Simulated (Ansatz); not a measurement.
MoP:
```yaml
crystal:
  lattice:
    - [3.19145, 0.00000, 0.00000]
    - [-1.59572, 2.76388, 0.00000]
    - [0.00000, 0.00000, 3.15680]
  atoms:
    - { symbol: Mo, position: [0.00000, 0.00000, 0.00000] }
    - { symbol: P, position: [0.33333, 0.66667, 0.50000] }
```

Relaxed with LDA. Special points in fractions of this cell's reciprocal vectors: Γ (0.000, 0.000, 0.000); M (0.500, 0.000, 0.000); K (0.333, 0.333, 0.000); A (0.000, 0.000, 0.500); L (0.500, 0.000, 0.500); H (0.333, 0.333, 0.500).

**Question.** List the band energies nearest the Fermi level at these points for the program Ansatz at the LDA level (PAW).

**Answer.** In eV from the Fermi level; about four levels below and three above (degenerate sets whole), none deeper than 8.9 eV; points with the same levels are listed once.

```
k                    below                above
-  -----------------------  -------------------
Γ  -4.37 -3.40 -3.40 -0.63  0.31 0.31 4.28 4.28
M  -4.02 -3.91 -1.23 -0.42       1.79 2.47 4.79
K  -5.35 -3.82 -1.57 -0.07       0.68 0.84 7.11
A  -2.78 -2.78 -1.76 -1.76       1.41 3.01 3.01
L  -6.26 -5.32 -4.54 -1.05       1.50 1.93 3.73
H  -7.07 -5.78 -3.20 -1.38       1.60 3.53 4.35
```

Space group P-6m2. The cell was relaxed with LDA under the symmetry of its start; of distortions, only those at the zone centre were tested. No spin polarisation was allowed. Spin–orbit coupling is left out wherever it is not named.

Potentials: the earlier of the program's two PAW sets.
